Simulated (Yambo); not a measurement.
```xyz
2
Lattice="0.0000 3.0482 3.0482 3.0482 0.0000 3.0482 3.0482 3.0482 0.0000" Properties=species:S:1:pos:R:3 pbc="T T T"
Se     3.0482     3.0482     3.0482
Pb     0.0000     0.0000     0.0000
```

PbSe (rock salt, space group Fm-3m, No. 225): mean Im ε in 1 eV windows above the direct gap of 0.36 eV, for different electron-hole kernels (Yambo, broadening 0.15 eV, PBE (pw.x of Quantum ESPRESSO, ONCV potentials, without SOC) bands; 8×8×8 mesh, 3 valence and 3 conduction bands, static screening with 36 bands and a 4 Ry block, scissor 0.11 eV, Tamm-Dancoff; field along x).

```csv
window (eV),independent quasiparticles,RPA (no attraction),BSE
0.4 to 1.4,4.9,4.8,5.4
1.4 to 2.4,17,15,26
2.4 to 3.4,34,33,30
3.4 to 4.4,12,13,8.7
4.4 to 5.4,4.8,5.5,3.3
5.4 to 6.4,3.3,3.7,2.8
```

This run doesn't resolve bound excitons or single peaks, so only averages are given, and they too depend on the mesh; weight that the attraction moves below the gap isn't listed. All transitions below 6.52 eV are in the band window. The scissor comes from a G0W0 run whose convergence isn't established.

Spin-orbit coupling is left out; with 6p states at a band edge it can lower the gap by many tenths of an eV, most of a small gap. So small a PBE gap in heavy elements may be inverted, where one-shot corrections to single bands mislead.

Bands and orbitals come from the standard potentials; the scissor and the G0W0 gaps come from a run at the same geometry on the stringent ones, which hold whole semicore shells in the valence.

Geometry relaxed with PBEsol.
